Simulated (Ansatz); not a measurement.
MgO (rock salt)

```
MgO
1.0
    0.00000     2.10219     2.10219
    2.10219     0.00000     2.10219
    2.10219     2.10219     0.00000
O Mg
1 1
Direct
  0.00000   0.00000   0.00000
  0.50000   0.50000   0.50000
```

Scan: atom 1 (O, nearest neighbour Mg at 2.102 Å; its periodic images, 3.0 Å or more away, move with it) is displaced along Cartesian x, direction (1.000, 0.000, 0.000) in Cartesian axes, by s. The other atoms stay.

All values below come from r2SCAN (plane waves to 500 eV, PAW, scalar-relativistic; Ansatz, a program for electronic structure). k mesh 11×11×11 (Γ-centred), Fermi-Dirac smearing 0.05 eV. The energy includes the smearing's −TS. MgO was relaxed with its symmetry unable to fall. The zero of ΔE is the undisplaced structure.

Q: Give the computed ΔE (meV/cell) at s (Å) = -0.336, 0.084, 0.168, 0.252, 0.420.

A: 
```json
[
 {"s (Å)": "-0.336", "ΔE (meV/cell)": "453"},
 {"s (Å)": "0.084", "ΔE (meV/cell)": "20"},
 {"s (Å)": "0.168", "ΔE (meV/cell)": "88"},
 {"s (Å)": "0.252", "ΔE (meV/cell)": "220"},
 {"s (Å)": "0.420", "ΔE (meV/cell)": "840"}
]
```

(For displaced atoms, the force is minus the slope of the energy, and its curvature is a force constant, which sets phonon frequencies.)
